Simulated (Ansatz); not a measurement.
Relaxed candidate structures of HgF₂:

A. Fm-3m (No. 225), cF12, fluorite type; a = b = c = 5.521 Å, α = β = γ = 90.00°; Hg 4a (0.000, 0.000, 0.000); F 8c (0.250, 0.250, 0.250)

B. P6₃/mmc (No. 194), hP6; a = b = 3.428 Å, c = 8.493 Å, α = β = 90.00°, γ = 120.00°; Hg 2c (0.333, 0.667, 0.250); F 4f (0.667, 0.333, 0.103)

C. Cmmm (No. 65), oS6; a = 4.989 Å, b = 6.410 Å, c = 3.179 Å, α = β = γ = 90.00°; Hg 2a (0.000, 0.000, 0.000); F 4i (0.000, 0.307, 0.000)

D. P-3m1 (No. 164), hP3, CdI2 type; a = b = 3.6710 Å, c = 3.5969 Å, α = β = 90.00°, γ = 120.00°; Hg 1a (0.000, 0.000, 0.000); F 2d (0.333, 0.667, 0.258)

Question: Rank these by energy per atom (lowest first), as r2SCAN+rVV10 (plane waves to 500 eV, PAW, scalar-relativistic; Ansatz, a first-principles code) gives it.

Answer: A (reference, the lowest of the structures calculated here), D (+97 meV/atom), B (+245 meV/atom), C (+270 meV/atom)

Question: Give each candidate's band gap.

Answer: No candidate is metallic. A: 1.44 eV (no spin-orbit coupling); B: 0.77 eV (no spin-orbit coupling); C: 2.54 eV (no spin-orbit coupling); D: 1.11 eV (no spin-orbit coupling).

Each run could gain symmetry but not lose that of its start, so entries can be saddle points. From databases, or of a type measured for this composition: Fm-3m, cF12, fluorite type; the others are generated cells (placed on structure types, drawn at random, substituted or restacked) that were not matched to a known phase here. Energies are at zero temperature and pressure, without zero-point motion. No spin polarisation in the result. Without spin-orbit coupling the bands of the heavy element are not split, so the gap can be far off.
